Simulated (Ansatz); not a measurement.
MoS2:
```
MoS2
1.0
    3.15596     0.00000     0.00000
   -1.57798     2.73314     0.00000
    0.00000     0.00000    12.12577
Mo S
2 4
Direct
  0.00000   0.00000   0.25000
  0.00000   0.00000   0.75000
  0.33333   0.66667   0.37883
  0.66667   0.33333   0.62117
  0.66667   0.33333   0.87883
  0.33333   0.66667   0.12117
```

Relaxed with PBE+D3(BJ). Special points in fractions of this cell's reciprocal vectors: Γ (0.000, 0.000, 0.000); M (0.500, 0.000, 0.000); K (0.333, 0.333, 0.000); A (0.000, 0.000, 0.500); L (0.500, 0.000, 0.500); H (0.333, 0.333, 0.500).

Q: List the band energies nearest the valence-band maximum at these points for DFT-PBE+D3(BJ) in the program Ansatz with PAW potentials.

A: In eV from the valence-band maximum; about four levels below and three above (degenerate sets whole), none deeper than 8.9 eV; points with the same levels are listed once.

```
k                                below                above
-  -----------------------------------  -------------------
Γ         -2.25 -2.25 -1.33 -1.18 0.00  1.94 1.94 2.14 2.14
M              -1.85 -1.67 -1.61 -1.23       1.53 1.59 2.08
K              -3.07 -3.07 -0.78 -0.78  0.96 0.99 2.28 2.28
A  -2.26 -2.26 -2.26 -2.26 -0.30 -0.30  2.01 2.01 2.01 2.01
L              -1.73 -1.73 -1.33 -1.33  1.56 1.56 2.04 2.04
H              -3.01 -3.01 -0.75 -0.75  0.98 0.98 2.01 2.01
```

Space group P6_3/mmc. The first step of the workflow began from a Materials Project structure, measured or hypothetical. Its sites differ from those of the usual phase in this space group: another stacking or structure type. The PBE+D3(BJ) relaxation kept the symmetry of its start; whether a distortion lowers the energy is not shown. The run is not spin-polarised. Spin–orbit coupling is left out wherever it is not named.

Potentials: the later of the program's two PAW sets.
